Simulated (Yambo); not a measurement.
G0W0@LDA for Be$_{2}$C (space group Fm-3m, No. 225) in Yambo (6×6×6 mesh, 14 Ry block, plasmon pole, screening fixed), without a terminator:

```csv
bands N in G,gap Γ → X (eV),shift of the valence edge (eV)
25,1.868,0.055
48,1.999,-0.323
76,2.055,-0.451
```

Task: Extrapolate both columns to infinite N with E(N) = E∞ + A/N, test the form, and compare with the terminator.

Result: From two points, E∞ = (N2 E2 − N1 E1)/(N2 − N1). The two largest N give 2.15 eV for the gap and -0.67 eV for the shift; the two smallest give 2.14 eV and -0.73 eV. For the gap the slopes A are -6.8 and -7.3 eV: the 1/N form holds. For the shift the slopes A are 20 and 17 eV: the form isn't reached, and its limit is uncertain. With the Bruneval-Gonze terminator and 76 bands the run gives 2.12 eV and -0.56 eV, 0.04 eV and 0.11 eV from the extrapolated values: the terminator too is an estimate of the remainder. Block, mesh and the bands in W are held fixed.

Geometry relaxed with LDA; primitive cell a = 3.020 Å, b = 3.020 Å, c = 3.020 Å, α = 60.00°, β = 60.00°, γ = 60.00°.

A shift is the quasiparticle energy of the state minus its LDA energy.
